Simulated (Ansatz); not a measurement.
## La$_{3}$Tl: strain and displacement

```yaml
crystal:
  lattice:
    - [5.06000, 0.00000, 0.00000]
    - [0.00000, 5.06000, 0.00000]
    - [0.00000, 0.00000, 5.06000]
  atoms:
    - { symbol: La, position: [0.00000, 0.50000, 0.50000] }
    - { symbol: La, position: [0.50000, 0.00000, 0.50000] }
    - { symbol: La, position: [0.50000, 0.50000, 0.00000] }
    - { symbol: Tl, position: [0.00000, 0.00000, 0.00000] }
```

Atoms are numbered in the order listed.

Conventional cell: a = 5.060 Å, b = 5.060 Å, c = 5.060 Å, α = 90.00°, β = 90.00°, γ = 90.00°. La (atom 1) has 8 La at 3.58 Å and 4 Tl at 3.58 Å as nearest neighbours. Around Tl (atom 4) lie 12 La at 3.58 Å.

The cell comes from COD entry 1522573, which wasn't checked; take it as a given geometry.

Spin–orbit coupling is left out, though it moves levels of the heavy atoms by tenths of an eV or more.

Computed with Ansatz 0.2.0, DFT, LDA, all-electron PAW with datasets made for the crystal, scalar-relativistic.

Settings: a Γ-centred 8×8×8 k mesh, Fermi–Dirac smearing of 0.08 eV, cutoff 260 eV (chosen by the program for this cell), no spin polarisation.

The unchanged cell is at -3.59 GPa.

In a metal, stresses and small energies carry noise from the k mesh.

x, y and z are the Cartesian axes of the cell as listed; fractional coordinates follow a strain, and an engineering shear is twice the off-diagonal strain component.

Problem. With this change (equal xy, yz and zx engineering shear strains of -2 %), what becomes of the energy and stress?

Solution. Energy change +2 meV/atom; stress change (xx, yy, zz, yz, xz, xy) 0.05, 0.05, 0.05, 0.37, 0.37, 0.37 GPa, compression positive.

Problem. With this change (equal xy, yz and zx engineering shear strains of -1 %), what becomes of the energy and stress?

Solution. Energy change under 1 meV/atom; stress change (xx, yy, zz, yz, xz, xy) 0.01, 0.01, 0.01, 0.19, 0.19, 0.19 GPa, compression positive.

Problem. With this change (equal xy, yz and zx engineering shear strains of +1 %), what becomes of the energy and stress?

Solution. Energy change under 1 meV/atom; stress change (xx, yy, zz, yz, xz, xy) 0.01, 0.01, 0.01, -0.19, -0.19, -0.19 GPa, compression positive.

Problem. With this change (equal xy, yz and zx engineering shear strains of +2 %), what becomes of the energy and stress?

Solution. Energy change +2 meV/atom; stress change (xx, yy, zz, yz, xz, xy) 0.05, 0.05, 0.05, -0.39, -0.39, -0.39 GPa, compression positive.
